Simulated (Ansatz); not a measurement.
Level of theory: Ansatz 0.2.0, DFT PBE, scalar-relativistic, plane waves, PAW. Settings: cutoff 420 eV, Γ-centred meshes spaced at most about 0.3 Å⁻¹, and about 0.25 Å⁻¹ or finer for metals (2π included), Gaussian smearing. No spin polarisation in the final relaxations.

Energies over the elements count from the elements' standard structures at the same level (N₂ as a molecule), with no fitted energy shifts.

A relaxed structure of Zr2TiN3 has 11.42 Å³/atom, −1.68 eV/atom against the elements, no gap on its mesh:

```yaml
crystal:
  lattice:
    - [-1.59369, 1.59369, 6.74377]
    - [1.59369, -1.59369, 6.74377]
    - [1.59369, 1.59369, -6.74377]
  atoms:
    - { symbol: Zr, position: [0.83906, 0.83906, 0.00000] }
    - { symbol: Zr, position: [0.16094, 0.16094, 0.00000] }
    - { symbol: Ti, position: [0.50000, 0.50000, 0.00000] }
    - { symbol: N, position: [0.66408, 0.66408, 0.00000] }
    - { symbol: N, position: [0.33592, 0.33592, 0.00000] }
    - { symbol: N, position: [0.00000, 0.00000, 0.00000] }
```

Task: Predict cell, energy and gap of Hf2TiN3 with the same space group and Wyckoff sites.

Result: Hf2TiN3 has a = 3.159 Å, c = 13.448 Å: 11.18 Å³/atom, −1.66 eV/atom against the elements, no gap on its mesh. The volume per atom changes by -2.1 % and the formation energy by +0.01 eV/atom (from unrounded values). Covalent radii: Zr 1.75 Å, Hf 1.75 Å; electronegativities 1.33 and 1.30. Hf has 6 N at 2.14–2.34 Å, 4 Ti at 3.10 Å and 8 Hf at 3.16–3.30 Å; Ti is surrounded by 6 N at 2.23–2.24 Å and 8 Hf at 3.10 Å; around N on a site of symmetry 4mm lie 5 Hf at 2.24–2.34 Å and 1 Ti at 2.24 Å; N on a site of symmetry 4/mmm has 2 Hf at 2.14 Å and 4 Ti at 2.23 Å.

```cif
data_structure
_symmetry_space_group_name_H-M 'I4/mmm'
_symmetry_Int_Tables_number 139
_cell_length_a 3.1590
_cell_length_b 3.1590
_cell_length_c 13.4480
_cell_angle_alpha 90.000
_cell_angle_beta 90.000
_cell_angle_gamma 90.000
_cell_volume 134.20
loop_
_atom_site_label
_atom_site_type_symbol
_atom_site_symmetry_multiplicity
_atom_site_Wyckoff_symbol
_atom_site_fract_x
_atom_site_fract_y
_atom_site_fract_z
_atom_site_occupancy
Hf1 Hf 4 e 0.50000 0.50000 0.15944 1
Ti1 Ti 2 a 0.00000 0.00000 0.00000 1
N1 N 4 e 0.00000 0.00000 0.16687 1
N2 N 2 b 0.50000 0.50000 0.00000 1
```

The two cells were relaxed from separate starts that ended on the same group and sites; neither need be the stable form of its compound. Spin–orbit coupling, which can matter for Hf, is left out. Cells relaxed within their symmetry can be saddle points.
